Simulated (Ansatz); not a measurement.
## Zn$_{5}$S$_{3}$O$_{2}$ (Imm2) at 2 levels of theory

One geometry, relaxed with PBE; plane waves with PAW potentials in Ansatz, scalar-relativistic. No spin polarisation. Gaps are the least over mesh and band path; pressure is positive in compression.

Space group Imm2 (No. 44). a = 3.629 Å, b = 18.178 Å, c = 5.042 Å, α = 90.00°, β = 90.00°, γ = 90.00°
```json
{"atom": "Zn", "site": "4d", "symmetry": "m..", "x": "0.5000", "y": "0.1857", "z": "0.5964"}
{"atom": "Zn", "site": "4d", "symmetry": "m..", "x": "0.5000", "y": "0.4002", "z": "0.6689"}
{"atom": "Zn", "site": "2b", "symmetry": "mm2", "x": "0.5000", "y": "0.0000", "z": "0.5887"}
{"atom": "S", "site": "4d", "symmetry": "m..", "x": "0.5000", "y": "0.3011", "z": "0.3782"}
{"atom": "S", "site": "2a", "symmetry": "mm2", "x": "0.0000", "y": "0.0000", "z": "0.8774"}
{"atom": "O", "site": "4d", "symmetry": "m..", "x": "0.0000", "y": "0.4054", "z": "0.8734"}
```

| level | cutoff (eV) | k mesh | gap (eV) | pressure (GPa) |
| --- | --- | --- | --- | --- |
| PBE | 420 | 10×10×10 | 0.70 | 0.0 |

Question: What comes out on the same cell with r2SCAN?

Answer:
| level | cutoff (eV) | k mesh | gap (eV) | pressure (GPa) |
| --- | --- | --- | --- | --- |
| r2SCAN | 500 | 10×10×10 | 1.13 | -3.3 |

The cell was found from a structure generator's guess, not taken from experiment.
